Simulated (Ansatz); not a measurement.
A geometry of TiOs away from equilibrium: step 10 of the relaxation of a randomly generated symmetric cell of TiOs (space group No. 156). Method: PBE (plane waves to 420 eV, PAW, scalar-relativistic; Ansatz, a program for electronic structure). Γ-centred k-mesh 8×8×8 on the run's cell (coarser than for final values), Fermi–Dirac smearing 0.05 eV.

```yaml
crystal:
  lattice:
    - [4.08255, 0.00000, 0.00000]
    - [-2.04128, 3.53560, 0.00000]
    - [0.00000, 0.00000, 4.92727]
  atoms:
    - { symbol: Os, position: [0.33333, 0.66667, 0.25555] }
    - { symbol: Os, position: [0.00000, 0.00000, 0.48317] }
    - { symbol: Ti, position: [0.33333, 0.66667, 0.75123] }
    - { symbol: Ti, position: [0.66667, 0.33333, 0.05603] }
```

Question: Which atoms carry the largest force, and which way does it point?

Answer: 0.01 eV/Å, on Ti3 (atoms numbered as listed); on Ti3 its components are (0.00, 0.00, 0.01).

Question: What is the pressure?

Answer: +2.1 GPa, compression positive.

No spin polarisation in the result.

The run could not lose the symmetry of its start, so the end can be a saddle point.

The end of the path is a generated cell of TiOs: the first start was made by a random draw of sites in a space group, and the end was not matched to a known phase here, so it may be hypothetical.
